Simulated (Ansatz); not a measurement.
How the functional moves the response of Nb (Im-3m) (r²SCAN, PBEsol)

```
CELL_PARAMETERS angstrom
-1.65223 1.65223 1.65223
1.65223 -1.65223 1.65223
1.65223 1.65223 -1.65223
ATOMIC_POSITIONS crystal
Nb 0.00000 0.00000 0.00000
```

This cell (18.04 Å³ an atom) was relaxed by PAW under r²SCAN, and each functional gets its own cell relaxed so. Quantity: harmonic phonons by finite displacements (negative means unstable), on a 4×4×4 q mesh.

Runs: (1) r²SCAN, PAW on Ansatz 0.2.0's default frozen-core files (fitted under PBE), scalar-relativistic; k mesh 24×24×24, Fermi-Dirac smearing of 0.100 eV, cutoff 500 eV. (2) PBEsol, PAW on Ansatz 0.2.0's default frozen-core files (fitted under PBE), scalar-relativistic; k mesh 20×20×20, Fermi-Dirac smearing of 0.100 eV, cutoff 420 eV.

Under r²SCAN: highest mode = 219 cm⁻¹, lowest at N = 137 cm⁻¹, lowest at P = 166 cm⁻¹, lowest at H = 219 cm⁻¹, Grüneisen γ (heat-capacity mean at 300 K) = 1.75.

Problem. Which way does PBEsol move the volume, and by how much?

Solution. a = 3.273 Å, 17.52 Å³ an atom: 2.9 % smaller.

Problem. What does PBEsol give for these quantities?

Solution. 

```
                                 quantity    r²SCAN    PBEsol     change
                             highest mode  219 cm⁻¹  222 cm⁻¹       +2 %
                              lowest at N  137 cm⁻¹  141 cm⁻¹       +3 %
                              lowest at P  166 cm⁻¹  173 cm⁻¹       +4 %
                              lowest at H  219 cm⁻¹  222 cm⁻¹       +2 %
Grüneisen γ (heat-capacity mean at 300 K)      1.75      1.75  under 1 %
```

Caveats: frozen-core PAW files fitted under PBE, their cores solved anew for the functional of the run; responses of metals move with mesh and smearing.
